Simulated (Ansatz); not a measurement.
**Relaxing a structure of Fe**

The start is a generated trial cell of Fe in the beta-W structure type. Cell shape, volume and atoms are optimised at zero target pressure with PBE (plane waves to 420 eV, PAW, scalar-relativistic; Ansatz, a program for electronic structure). The first steps use a coarse 7×7×7 k-mesh.

The start:
```
Fe
1.0
    4.58601     0.00000     0.00000
    0.00000     4.58601     0.00000
    0.00000     0.00000     4.58601
Fe
8
Direct
  0.25000   0.00000   0.50000
  0.75000   0.00000   0.50000
  0.00000   0.50000   0.25000
  0.00000   0.50000   0.75000
  0.50000   0.25000   0.00000
  0.50000   0.75000   0.00000
  0.00000   0.00000   0.00000
  0.50000   0.50000   0.50000
```
Spin-polarised start, with parallel moments on Fe.

### Question
By how much does the energy per atom fall from start to end?

### Answer
0.01 eV/atom.

### Question
How does the volume change?

### Answer
-4.6 %, from 12.06 to 11.51 Å³/atom.

### Question
How do the shortest distances between atoms change?

### Answer
The closest pairs of elements (up to four, under 3.6 Å), start → end: Fe–Fe 2.29 → 2.26 Å.

### Question
Is the relaxed structure metallic? Give its gap.

### Answer
No gap (metallic).

### Question
What magnetic moments remain?

### Answer
Net 2.16 μB/atom, ferromagnetic.

### Question
Give the final cell and atomic positions.

### Answer

```cif
data_Fe8
_chemical_formula_sum 'Fe8'
_space_group_name_H-M_alt 'Pm-3n'
_space_group_IT_number 223
_space_group_name_Hall '-P 4n 2 3'
_cell_length_a 4.51516
_cell_length_b 4.51516
_cell_length_c 4.51516
_cell_angle_alpha 90.000
_cell_angle_beta 90.000
_cell_angle_gamma 90.000
loop_
_atom_site_label
_atom_site_type_symbol
_atom_site_symmetry_multiplicity
_atom_site_Wyckoff_symbol
_atom_site_fract_x
_atom_site_fract_y
_atom_site_fract_z
_atom_site_occupancy
Fe1 Fe 6 c 0.00000 0.50000 0.25000 1
Fe2 Fe 2 a 0.00000 0.00000 0.00000 1
```

The space group stays Pm-3n (No. 223) (the run could not lower it), with 8 atoms in the primitive magnetic cell. Final values are on a 10×10×10 k-mesh of the relaxed cell. Spin state reached: ferromagnetic (net 2.16 μB/atom), from parallel starting moments; other spin orders were not run from this start.

The run could not lose the symmetry of its start, so the end can be a saddle point.

All atoms sit on sites fixed by symmetry, so only the cell could relax.

The relaxed structure here is a generated cell of Fe: the first start was made by placing the elements on the sites of a structure type, and the end was not matched to a known phase here, so it may be hypothetical. Known forms of Fe include space group No. 229.
